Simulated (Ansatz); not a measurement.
# RhTe: energy along a strain

RhTe, P6_3/mmc, a = 3.990 Å, c = 5.660 Å (as given, not relaxed at this level: -0.2 GPa). The structure is a COD entry; whether it is the stable form wasn't checked. Ansatz: PBEsol, PAW, 420 eV, Γ-centred 12×12×8 mesh on 4 atoms, Gaussian smearing 0.15 eV; no spin polarisation. Cell vectors (Å): 3.990 0.000 0.000; -1.995 3.455 0.000; 0.000 0.000 5.660. The cell is strained by x per cent times the pattern (1 0 0 0 0 0) in the order xx yy zz yz xz xy (engineering shears), with fractional coordinates held. y is the free energy over the start, V0 = 19.509 Å³/atom. Points with a strain past 8.5 % were computed too (3) and aren't used here.

```
x (%) y (meV/atom)
-7.50             ?
-5.00         38.15
-2.50          9.60
 0.00          0.00
 2.50          6.54
 5.00         26.68
 7.50         58.14
```

Task: Fit y = c1 x + c2 x² + c3 x³ to the other rows, get the stiffness along the pattern, and predict the missing energy.

Result: Least squares on the rows shown. y = −0.46524 x + 1.2972 x² − 0.026926 x³. The clamped-ion stiffness p·C·p = 2 × 12.97 eV × 160.2 / 19.509 Å³ = 213 GPa, which is C11 in these axes; c1 is there for the stress left in the start, which by itself gives a slope of -0.43 meV/atom per %. At x = -7.50 the fit asked for gives 87.82 meV/atom. The run gave 88.72 meV/atom, so the fit is 0.90 meV/atom too low, 1 % of the span of the series, against an rms of 0.05 meV/atom on the fitted rows. The row lies outside the fitted range. With a term in x⁴ added, a fit to the same known rows predicts 88.72 meV/atom, so most of the miss is curvature that the known rows already hold.